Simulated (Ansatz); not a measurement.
MgO in space group P6_3/mmc (No. 194; Mg on 2c, O on 2d), the program Ansatz at the LDA level (PAW). The conduction-band minimum lies at Γ, with 1 equivalent valley. Second derivatives d²E/dk² of the lowest band at one valley (eV·Å²), along Cartesian directions:

| direction | d²E/dk² |
|---|---|
| [100] | 22.06 |
| [010] | 22.06 |
| [001] | 19.59 |
| [110] | 22.06 |
| [101] | 20.82 |
| [011] | 20.82 |

Find the principal effective masses, the density-of-states mass and the conductivity mass.

Off-diagonal terms follow from H_xy = H[110] − (H_xx + H_yy)/2, and m*/mₑ = 7.620 eV·Å² over each eigenvalue: 0.35, 0.35, 0.39. One valley's DOS mass (m₁m₂m₃)^(1/3) = 0.36, conductivity mass 3/(Σ 1/mᵢ) = 0.36 mₑ.

What effective density of states Nc follows at 300 K for parabolic valleys?

Nc = 2.509e19 × 1 × (0.36)^(3/2) ≈ 5.4e18 cm⁻³.

With the computed static dielectric constant 6.97 (mean of the diagonal), estimate a hydrogenic donor's binding energy and radius.

E = 13.606 eV × 0.36/6.97² ≈ 100 meV; a = 0.529 Å × ε/m* ≈ 10 Å. Semilocal masses tend to be too small when the gap is underestimated.

The workflow started from a Materials Project entry (that database holds measured and hypothetical structures alike); the Crystallography Open Database copy checked does not list it. It is not the phase usual at ambient conditions (space group No. 225). The cell was relaxed with LDA under the symmetry of its start; whether a distortion lowers the energy is not shown.

Potentials: the earlier of the program's two PAW sets. The files were generated under PBE; for other functionals the program regenerates the frozen cores, and for LDA and PBEsol the local potential too.
